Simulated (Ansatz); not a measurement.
The elements of this relaxed trial crystal are hidden behind letters.

```
lattice vectors (Å)
  -4.1338    4.1338    1.9081
   4.1338   -4.1338    1.9081
   4.1338    4.1338   -1.9081
fractional positions
X 0.0000 0.0000 0.0000
Z 0.3949 0.2040 0.5989
Z 0.6051 0.7960 0.4011
Z 0.7960 0.3949 0.1909
Z 0.2040 0.6051 0.8091
```

Level of theory: DFT PBE, scalar-relativistic, plane waves, PAW (Ansatz). Cutoff 420 eV, Γ-centred 10×10×10 mesh (5-atom cell), Gaussian smearing of 0.10 eV, no spin polarisation.

```
Space group                                 : I4/m (No. 87)
Conventional cell                           : a = 8.268 Å, c = 3.816 Å
Volume per atom                             : 26.08 Å³
Density                                     : 7.09 g/cm³
Formation energy                            : +0.20 eV/atom
Gap on the 10×10×10 mesh of the 5-atom cell : 0 eV (a metal)
```

Energies are uncorrected and count from the elements' standard states at the same level.

Question: X is a p-block element of period 4 and Z is a p-block element of period 5. Which elements are they?

Answer: X = Ga, Z = Sb, so the formula is GaSb4. Density times volume gives a mean mass of 7.09 × 26.08/1.6605 = 111.4 u per atom, and this set has 111.4 u. Among the elements that the hints allow, noble gases aside, only these give it. Around Ga lie 8 Sb at 3.22 Å, 4 Sb at 3.67 Å and 2 Ga at 3.82 Å; around Sb lie 6 Sb at 3.16–3.29 Å, 2 Ga at 3.22 Å, 5 Sb at 3.67–3.82 Å and 1 Ga at 3.67 Å.

Spin–orbit coupling, which can matter for Sb, is left out. A structure relaxed within its symmetry needn't be a true minimum. Another cell of GaSb4 relaxed alike, in P4/mmm, lies 77 meV/atom lower, so this cell isn't the stable form at this level.
